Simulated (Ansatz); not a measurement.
Input, command and steps of an Ansatz relaxation.

```yaml
crystal:
  lattice:
    - [3.1064376567, 0.0, 0.0]
    - [-1.5532188283, 2.690253926, 0.0]
    - [0.0, 0.0, 30.6518780316]
  atoms:
    - { symbol: Mo, position: [0.6666666667, 0.3333333333, 0.8984260523] }
    - { symbol: Mo, position: [0.6666666667, 0.3333333333, 0.3044316386] }
    - { symbol: Mo, position: [0.3333333333, 0.6666666667, 0.6955683614] }
    - { symbol: Mo, position: [0.3333333333, 0.6666666667, 0.1015739477] }
    - { symbol: S, position: [0.3333333333, 0.6666666667, 0.9487299708] }
    - { symbol: S, position: [0.3333333333, 0.6666666667, 0.35469486] }
    - { symbol: S, position: [0.6666666667, 0.3333333333, 0.7458780683] }
    - { symbol: S, position: [0.6666666667, 0.3333333333, 0.1518774782] }
    - { symbol: S, position: [0.3333333333, 0.6666666667, 0.8481225218] }
    - { symbol: S, position: [0.3333333333, 0.6666666667, 0.2541219317] }
    - { symbol: S, position: [0.6666666667, 0.3333333333, 0.64530514] }
    - { symbol: S, position: [0.6666666667, 0.3333333333, 0.0512700292] }
basis:
  ecutwfc: 420
kpoints:
  mp_grid: { grid: [12, 12, 1] }
hamiltonian:
  xc: pbesol
scf:
  occupations: { method: gaussian, width: 0.02 }
output:
  forces: true
  stress: true
  eigenvalues: true
relax:
  adjacent_minimum: "off"
  f_tol: 0.01
  max_steps: 30
  cell: { stress_tol: 0.1, fix: [volume] }
```

```bash
ansatz run input.yaml --threads 2 --pin off --max-ram 5120MiB --backend cpu --events-out ev --progress --plain --runs-dir out
```

These are results of DFT PBEsol, scalar-relativistic, plane waves, PAW in Ansatz 0.2.0, not measurements.

The volume is held at 0.88 times that of the relaxed cell.

Of 7 frames 6 are shown, positions in Å and forces in eV/Å; the SCF threshold varies from step to step. Steps run on the plane waves of an earlier cell, with a Pulay correction in the pressure. The basis is chosen afresh for the last frame, the zero of the energies, and at times for earlier ones too; energy and pressure step there, also at an unchanged geometry.

```xyz
12
Lattice="3.1064 0.0000 0.0000 -1.5532 2.6903 0.0000 0.0000 0.0000 30.6519" Properties=species:S:1:pos:R:3:forces:R:3 pbc="T T T" step=1 free_energy_over_end_meV_per_atom=9.79 pressure_GPa=4.46
Mo    1.5532    0.8968   27.5384    0.0000    0.0000    0.0007
Mo    1.5532    0.8968    9.3314    0.0000    0.0000    0.0010
Mo    0.0000    1.7935   21.3205    0.0000    0.0000   -0.0010
Mo    0.0000    1.7935    3.1134    0.0000    0.0000   -0.0007
S     0.0000    1.7935   29.0804    0.0000    0.0000    0.5919
S     0.0000    1.7935   10.8721    0.0000    0.0000    0.6038
S     1.5532    0.8968   22.8626    0.0000    0.0000    0.5922
S     1.5532    0.8968    4.6553    0.0000    0.0000    0.5913
S     0.0000    1.7935   25.9965    0.0000    0.0000   -0.5913
S     0.0000    1.7935    7.7893    0.0000    0.0000   -0.5922
S     1.5532    0.8968   19.7798    0.0000    0.0000   -0.6038
S     1.5532    0.8968    1.5715    0.0000    0.0000   -0.5919
12
Lattice="3.1433 0.0000 0.0000 -1.5716 2.7221 0.0000 0.0000 0.0000 29.9379" Properties=species:S:1:pos:R:3:forces:R:3 pbc="T T T" step=2 free_energy_over_end_meV_per_atom=1.10 pressure_GPa=-0.06
Mo    1.5716    0.9074   26.9013    0.0000    0.0000   -0.0066
Mo    1.5716    0.9074    9.1551    0.0000    0.0000    0.0185
Mo    0.0000    1.8148   20.7828    0.0000    0.0000   -0.0185
Mo    0.0000    1.8148    3.0366    0.0000    0.0000    0.0066
S     0.0000    1.8148   28.4610    0.0000    0.0000   -0.0673
S     0.0000    1.8148   10.7140    0.0000    0.0000   -0.0318
S     1.5716    0.9074   22.3429    0.0000    0.0000   -0.0589
S     1.5716    0.9074    4.5962    0.0000    0.0000   -0.0545
S     0.0000    1.8148   25.3417    0.0000    0.0000    0.0545
S     0.0000    1.8148    7.5950    0.0000    0.0000    0.0589
S     1.5716    0.9074   19.2239    0.0000    0.0000    0.0318
S     1.5716    0.9074    1.4769    0.0000    0.0000    0.0673
12
Lattice="3.1355 0.0000 0.0000 -1.5678 2.7155 0.0000 0.0000 0.0000 30.0855" Properties=species:S:1:pos:R:3:forces:R:3 pbc="T T T" step=3 free_energy_over_end_meV_per_atom=0.32 pressure_GPa=0.18
Mo    1.5678    0.9052   26.9854    0.0000    0.0000   -0.0019
Mo    1.5678    0.9052    9.3166    0.0000    0.0000    0.0066
Mo    0.0000    1.8103   20.7689    0.0000    0.0000   -0.0066
Mo    0.0000    1.8103    3.1000    0.0000    0.0000    0.0019
S     0.0000    1.8103   28.5480    0.0000    0.0000   -0.0415
S     0.0000    1.8103   10.8789    0.0000    0.0000   -0.0473
S     1.5678    0.9052   22.3327    0.0000    0.0000   -0.0579
S     1.5678    0.9052    4.6625    0.0000    0.0000   -0.0385
S     0.0000    1.8103   25.4229    0.0000    0.0000    0.0385
S     0.0000    1.8103    7.7528    0.0000    0.0000    0.0579
S     1.5678    0.9052   19.2066    0.0000    0.0000    0.0473
S     1.5678    0.9052    1.5375    0.0000    0.0000    0.0415
12
Lattice="3.1391 0.0000 0.0000 -1.5695 2.7185 0.0000 0.0000 0.0000 30.0183" Properties=species:S:1:pos:R:3:forces:R:3 pbc="T T T" step=4 free_energy_over_end_meV_per_atom=0.06 pressure_GPa=0.17
Mo    1.5695    0.9062   26.8990    0.0000    0.0000   -0.0015
Mo    1.5695    0.9062    9.3772    0.0000    0.0000    0.0008
Mo    0.0000    1.8123   20.6411    0.0000    0.0000   -0.0008
Mo    0.0000    1.8123    3.1193    0.0000    0.0000    0.0015
S     0.0000    1.8123   28.4581    0.0000    0.0000    0.0072
S     0.0000    1.8123   10.9356    0.0000    0.0000    0.0053
S     1.5695    0.9062   22.2010    0.0000    0.0000    0.0000
S     1.5695    0.9062    4.6784    0.0000    0.0000    0.0104
S     0.0000    1.8123   25.3398    0.0000    0.0000   -0.0104
S     0.0000    1.8123    7.8173    0.0000    0.0000    0.0000
S     1.5695    0.9062   19.0827    0.0000    0.0000   -0.0053
S     1.5695    0.9062    1.5601    0.0000    0.0000   -0.0072
12
Lattice="3.1411 0.0000 0.0000 -1.5706 2.7203 0.0000 0.0000 0.0000 29.9783" Properties=species:S:1:pos:R:3:forces:R:3 pbc="T T T" step=5 free_energy_over_end_meV_per_atom=0.00 pressure_GPa=0.03
Mo    1.5706    0.9068   26.8337    0.0000    0.0000    0.0013
Mo    1.5706    0.9068    9.4183    0.0000    0.0000    0.0003
Mo    0.0000    1.8135   20.5599    0.0000    0.0000   -0.0003
Mo    0.0000    1.8135    3.1445    0.0000    0.0000   -0.0013
S     0.0000    1.8135   28.3926    0.0000    0.0000    0.0049
S     0.0000    1.8135   10.9761    0.0000    0.0000    0.0044
S     1.5706    0.9068   22.1191    0.0000    0.0000    0.0021
S     1.5706    0.9068    4.7034    0.0000    0.0000    0.0039
S     0.0000    1.8135   25.2748    0.0000    0.0000   -0.0039
S     0.0000    1.8135    7.8591    0.0000    0.0000   -0.0021
S     1.5706    0.9068   19.0022    0.0000    0.0000   -0.0044
S     1.5706    0.9068    1.5856    0.0000    0.0000   -0.0049
12
Lattice="3.1413 0.0000 0.0000 -1.5706 2.7204 0.0000 0.0000 0.0000 29.9754" Properties=species:S:1:pos:R:3:forces:R:3 pbc="T T T" step=7 free_energy_over_end_meV_per_atom=0.00 pressure_GPa=-0.01
Mo    1.5706    0.9068   26.8336    0.0000    0.0000   -0.0011
Mo    1.5706    0.9068    9.4369    0.0000    0.0000   -0.0007
Mo    0.0000    1.8136   20.5386    0.0000    0.0000    0.0007
Mo    0.0000    1.8136    3.1418    0.0000    0.0000    0.0011
S     0.0000    1.8136   28.3928    0.0000    0.0000   -0.0021
S     0.0000    1.8136   10.9948    0.0000    0.0000    0.0000
S     1.5706    0.9068   22.0979    0.0000    0.0000    0.0005
S     1.5706    0.9068    4.7010    0.0000    0.0000   -0.0008
S     0.0000    1.8136   25.2744    0.0000    0.0000    0.0008
S     0.0000    1.8136    7.8775    0.0000    0.0000   -0.0005
S     1.5706    0.9068   18.9807    0.0000    0.0000    0.0000
S     1.5706    0.9068    1.5826    0.0000    0.0000    0.0021
```

Time: 41 s on 2 threads of Intel(R) Xeon(R) 6975P-C (Granite Rapids), with other jobs on the host, peak memory 0.77 GiB.

The cell holds layers, and where no dispersion correction was added their binding is poorly described.